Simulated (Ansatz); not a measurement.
SrRh$_{2}$:
```yaml
crystal:
  lattice:
    - [0.00000, 3.81126, 3.81126]
    - [3.81126, 0.00000, 3.81126]
    - [3.81126, 3.81126, 0.00000]
  atoms:
    - { symbol: Rh, position: [0.12500, 0.12500, 0.12500] }
    - { symbol: Rh, position: [0.62500, 0.12500, 0.12500] }
    - { symbol: Rh, position: [0.12500, 0.12500, 0.62500] }
    - { symbol: Rh, position: [0.12500, 0.62500, 0.12500] }
    - { symbol: Sr, position: [0.50000, 0.50000, 0.50000] }
    - { symbol: Sr, position: [0.75000, 0.75000, 0.75000] }
```

Relaxed with PBEsol. Special points in fractions of this cell's reciprocal vectors: Γ (0.000, 0.000, 0.000); X (0.500, 0.000, 0.500); U (0.625, 0.250, 0.625); K (0.375, 0.375, 0.750); L (0.500, 0.500, 0.500); W (0.500, 0.250, 0.750).

Question: List the band energies nearest the Fermi level at these points for PBEsol with spin–orbit coupling (plane waves, PAW; program Ansatz).

Answer: In eV from the Fermi level; about four levels below and three above (degenerate sets whole), none deeper than 8.9 eV; points with the same levels are listed once.

| k | below | above |
|---|---|---|
| Γ | -0.18 -0.18 -0.18 -0.18 | 1.13 1.13 1.13 1.13 |
| X | -0.17 -0.17 -0.17 -0.17 | 1.93 1.93 1.93 1.93 |
| U | -0.52 -0.52 -0.09 -0.09 | 0.20 0.20 1.31 1.31 |
| L | -0.30 -0.30 -0.13 -0.13 | 0.00 0.00 1.58 1.58 |
| W | -0.63 -0.63 -0.59 -0.59 | 0.19 0.19 0.21 0.21 |

Space group Fd-3m (cubic Laves (MgCu2 type)). The workflow started from an entry of the Crystallography Open Database (COD). Whether it is the stable phase at ambient conditions was not checked. The cell was relaxed with PBEsol under the symmetry of its start; whether a distortion lowers the energy is not shown. The run is not spin-polarised.

Potentials: the later of the program's two PAW sets.
